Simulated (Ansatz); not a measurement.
HfO2:
```cif
data_Hf8O16
_chemical_formula_sum 'Hf8 O16'
_space_group_name_H-M_alt 'Pbca'
_space_group_IT_number 61
_space_group_name_Hall '-P 2ac 2ab'
_cell_length_a 5.06356
_cell_length_b 10.01259
_cell_length_c 5.23008
_cell_angle_alpha 90.000
_cell_angle_beta 90.000
_cell_angle_gamma 90.000
loop_
_space_group_symop_operation_xyz
  'x, y, z'
  '-x, -y, -z'
  '-x+1/2, -y, z+1/2'
  'x+1/2, y, -z+1/2'
  'x+1/2, -y+1/2, -z'
  '-x+1/2, y+1/2, z'
  '-x, y+1/2, -z+1/2'
  'x, -y+1/2, z+1/2'
loop_
_atom_site_label
_atom_site_type_symbol
_atom_site_symmetry_multiplicity
_atom_site_Wyckoff_symbol
_atom_site_fract_x
_atom_site_fract_y
_atom_site_fract_z
_atom_site_occupancy
Hf1 Hf 8 c 0.25466 0.11550 0.03505 1
O1 O 8 c 0.49764 0.47711 0.23850 1
O2 O 8 c 0.12749 0.21016 0.37420 1
```

Relaxed with r²SCAN.

Which orbitals make up the states near the band edges in r²SCAN in the plane-wave PAW code Ansatz?

Top 1 eV of the valence band: O 2p 93 %. Bottom 1 eV of the conduction band: Hf 5d 86 %, O 2p 9 %. Projections are on Löwdin-orthogonalised atomic valence shells; empty p or d shells of many metals are not among them.

Tabulate the density of states.

States/eV per cell of 24 atoms, in 0.25 eV bins, energy from the valence-band maximum.

```csv
E (eV),total,O 2p,Hf 5d,O 2s
-7.85,0.00,0.00,0.00,0.00
-7.60,0.00,0.00,0.00,0.00
-7.35,0.00,0.00,0.00,0.00
-7.10,0.00,0.00,0.00,0.00
-6.85,0.00,0.00,0.00,0.00
-6.60,0.00,0.00,0.00,0.00
-6.35,0.00,0.00,0.00,0.00
-6.10,0.00,0.00,0.00,0.00
-5.85,0.00,0.00,0.00,0.00
-5.60,0.00,0.00,0.00,0.00
-5.35,3.02,2.05,0.71,0.02
-5.10,9.81,6.80,2.19,0.07
-4.85,12.90,9.05,2.90,0.11
-4.60,16.04,11.31,3.80,0.13
-4.35,21.37,15.16,5.20,0.15
-4.10,23.69,16.87,5.82,0.16
-3.85,15.19,11.24,3.11,0.14
-3.60,15.50,11.81,2.78,0.16
-3.35,16.93,13.14,2.80,0.20
-3.10,18.00,14.01,2.88,0.23
-2.85,15.76,12.51,2.32,0.19
-2.60,14.44,11.65,1.95,0.19
-2.35,15.46,12.65,1.99,0.17
-2.10,19.98,16.55,2.49,0.19
-1.85,24.90,20.99,2.86,0.20
-1.60,18.26,15.69,1.81,0.12
-1.35,24.83,21.83,1.97,0.16
-1.10,20.49,18.43,1.29,0.11
-0.85,20.36,18.55,1.16,0.09
-0.60,24.17,22.34,1.13,0.10
-0.35,23.03,21.62,0.82,0.08
-0.10,9.87,9.42,0.22,0.03
0.15,0.00,0.00,0.00,0.00
0.40,0.00,0.00,0.00,0.00
0.65,0.00,0.00,0.00,0.00
0.90,0.00,0.00,0.00,0.00
1.15,0.00,0.00,0.00,0.00
1.40,0.00,0.00,0.00,0.00
1.65,0.00,0.00,0.00,0.00
1.90,0.00,0.00,0.00,0.00
2.15,0.00,0.00,0.00,0.00
2.40,0.00,0.00,0.00,0.00
2.65,0.00,0.00,0.00,0.00
2.90,0.00,0.00,0.00,0.00
3.15,0.00,0.00,0.00,0.00
3.40,0.00,0.00,0.00,0.00
3.65,0.00,0.00,0.00,0.00
3.90,0.00,0.00,0.00,0.00
4.15,0.00,0.00,0.00,0.00
4.40,0.00,0.00,0.00,0.00
4.65,0.00,0.00,0.00,0.00
4.90,2.15,0.15,1.90,0.02
5.15,7.09,0.59,6.21,0.06
5.40,12.21,1.21,10.49,0.14
5.65,12.21,1.20,10.40,0.19
5.90,20.47,1.76,17.73,0.30
6.15,12.59,1.32,10.57,0.22
6.40,17.06,2.11,13.79,0.33
6.65,19.05,2.41,15.09,0.52
6.90,17.31,2.31,13.56,0.55
7.15,10.76,1.23,8.59,0.41
7.40,13.59,1.30,10.60,0.89
7.65,12.25,1.28,9.00,0.95
7.90,7.14,0.93,4.98,0.52
8.15,11.71,1.75,8.01,0.79
8.40,12.18,1.90,8.08,0.81
8.65,7.72,1.24,4.93,0.57
8.90,17.92,2.46,11.96,1.72
9.15,16.07,2.25,10.98,1.49
9.40,15.06,2.36,9.80,1.40
9.65,15.08,2.64,9.68,1.20
```

The workflow started from a Materials Project entry (that database holds measured and hypothetical structures alike); the Crystallography Open Database files this formula in space group No. 61, but the cells were not matched. It is not the phase usual at ambient conditions (space group No. 14, 29). The cell was relaxed with r²SCAN under the symmetry of its start; whether a distortion lowers the energy is not shown. The run is not spin-polarised. Scalar-relativistic: spin–orbit coupling is off unless named, which matters more the heavier the elements.

Potentials: the earlier of the program's two PAW sets.
